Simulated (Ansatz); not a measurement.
AlCu (space group C2/m)

```xyz
10
Lattice="5.9760 -2.0305 0.0000 5.9760 2.0305 0.0000 -3.9028 0.0000 5.6068" Properties=species:S:1:pos:R:3 pbc="T T T"
Cu     0.0000     0.0000     0.0000
Cu     2.1524     0.0000     1.3401
Cu     5.8970     0.0000     4.2667
Cu    -1.7079     0.0000     4.3306
Cu     9.7572     0.0000     1.2761
Al     4.0247     0.0000     2.8034
Al     0.0621     0.0000     2.5782
Al     7.9872     0.0000     3.0286
Al     0.6318     0.0000     5.5744
Al     7.4175     0.0000     0.0324
```

Equation-of-state scan: isotropic scaling of the cell above, V₀ being its volume. The atoms relax within the cell's symmetry.

These are PBEsol (plane waves to 420 eV, PAW, scalar-relativistic; Ansatz, an electronic-structure program) values and carry that method's errors. k mesh 12×12×9 (Γ-centred), Fermi-Dirac smearing 0.05 eV. E stands for the smeared free energy. Stress and pressure are positive under compression. With the shape held, the modulus is that of even scaling; a crystal free to change shape is softer. AlCu is run without spin polarisation. AlCu was relaxed with its symmetry unable to fall. ΔE is measured from the relaxed starting cell.

The scan covers V/V₀ from 0.900 to 1.100 in 13 points.

What is ΔE at V/V₀ = 1.100?

45 meV/atom.

What pressure does the cell carry at V/V₀ = 0.900?

16.9 GPa.

What is ΔE at V/V₀ = 0.900?

65 meV/atom.

(Under strain, the slope of the energy per volume gives the stress and its curvature an elastic modulus.)
